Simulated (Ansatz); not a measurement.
The start is a generated trial cell of WS2 in the fluorite structure type. The cell and all atomic positions are relaxed at zero pressure with PBEsol (plane waves to 420 eV, PAW, scalar-relativistic; Ansatz, a program for electronic structure). The first steps use a coarse 7×7×7 k-mesh.

Starting cell:
```yaml
crystal:
  lattice:
    - [0.00000, 3.01372, 3.01372]
    - [3.01372, 0.00000, 3.01372]
    - [3.01372, 3.01372, 0.00000]
  atoms:
    - { symbol: W, position: [0.00000, 0.00000, 0.00000] }
    - { symbol: S, position: [0.25000, 0.25000, 0.25000] }
    - { symbol: S, position: [0.75000, 0.75000, 0.75000] }
```

* **Outcome**: The space group stays Fm-3m (No. 225) (the run could not lower it); the end is fluorite type, with 3 atoms in the primitive magnetic cell
* **Volume change**: -8.9 %, from 18.25 to 16.62 Å³/atom
* **Shortest distances (start → end)**: The closest pairs of elements (up to four, under 3.6 Å), start → end: S–W 2.61 → 2.53 Å; S–S 3.01 → 2.92 Å
* **Band gap at the end**: no gap (metallic)
* **Optimiser moves**: 8

It ends as:

Space group Fm-3m (No. 225); a = b = c = 5.843 Å, α = β = γ = 90.00°

```json
[
 {"atom": "W", "site": "4a", "symmetry": "m-3m", "x": "0.0000", "y": "0.0000", "z": "0.0000"},
 {"atom": "S", "site": "8c", "symmetry": "-43m", "x": "0.2500", "y": "0.2500", "z": "0.2500"}
]
```
(The calculation used a cell of 3 atoms; values per cell refer to that cell.)

Final values are on a 14×14×14 k-mesh of the relaxed cell. The first round had no spin; a later round switched it on. Spin state reached: ferromagnetic (net 0.51 μB/atom); other spin orders were not run from this start.

The run could not lose the symmetry of its start: the end is stationary, and may be a saddle point rather than a minimum.

All atoms sit on sites fixed by symmetry, so only the cell could relax.

The relaxed structure here is a generated cell of WS2: the first start was made by placing the elements on the sites of a structure type, and the end was not matched to a known phase here, so it may be hypothetical. Known forms of WS2 include space group No. 194.
